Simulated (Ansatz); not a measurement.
Total density of states per atom from the program Ansatz at the PBEsol level (PAW), in 0.25 eV bins, energy from the Fermi level:

```
E (eV) | states/eV/atom
    -7.85 | ################## 0.39
    -7.60 | ############### 0.32
    -7.35 | ############# 0.27
    -7.10 | ########### 0.23
    -6.85 | ######### 0.19
    -6.60 | ###### 0.13
    -6.35 | ##### 0.11
    -6.10 | ###### 0.13
    -5.85 | ####### 0.16
    -5.60 | ######## 0.18
    -5.35 | ############ 0.26
    -5.10 | ################# 0.36
    -4.85 | ################# 0.36
    -4.60 | ################# 0.37
    -4.35 | ################## 0.39
    -4.10 | #################### 0.43
    -3.85 | ##################### 0.45
    -3.60 | ###################### 0.47
    -3.35 | ######################## 0.51
    -3.10 | ######################### 0.53
    -2.85 | ########################## 0.56
    -2.60 | ########################### 0.58
    -2.35 | ########################### 0.57
    -2.10 | ############################ 0.59
    -1.85 | ########################## 0.56
    -1.60 | ######################### 0.54
    -1.35 | ######################### 0.54
    -1.10 | ######################### 0.53
    -0.85 | ######################## 0.51
    -0.60 | ################### 0.40
    -0.35 | ############## 0.30
    -0.10 | ############# 0.27
     0.15 | ############ 0.25
     0.40 | ############ 0.26
     0.65 | ############## 0.30
     0.90 | ################# 0.37
     1.15 | ################### 0.41
     1.40 | ################ 0.34
     1.65 | ############ 0.25
     1.90 | ############ 0.26
     2.15 | ##################### 0.45
     2.40 | ########################## 0.55
     2.65 | ############################ 0.60
     2.90 | ############################ 0.59
     3.15 | ############################## 0.64
     3.40 | ############################ 0.59
     3.65 | ############################## 0.63
     3.90 | ############################ 0.60
     4.15 | ########################## 0.56
     4.40 | ############################## 0.63
     4.65 | ############################# 0.62
```

Task: Which compound is it?
A. ZnGeP2, chalcopyrite
B. GeAs, I4mm (Ge on 2a, As on 2a)
C. SnGe, Pmma (Ge on 2e, Ge on 2f, Sn on 2e, Sn on 2f)
D. ZnCu2GeS4, I-4 (Pearson symbol tI16)

Result: B, GeAs, I4mm (Ge on 2a, As on 2a). Within 0.5 eV of the Fermi level: As 4p 43 %, Ge 4p 33 %, Ge 4s 15 %, As 4s 6 %. Projections are on Löwdin-orthogonalised atomic valence shells; empty p or d shells of many metals are not among them.

The workflow started from a Materials Project entry (that database holds measured and hypothetical structures alike); the Crystallography Open Database copy checked does not list it. Its standing as an ambient phase is unchecked. Symmetry was held in the PBEsol relaxation; its stability against distortions is not shown here. Spin–orbit coupling is left out wherever it is not named.

Potentials: the later of the program's two PAW sets.
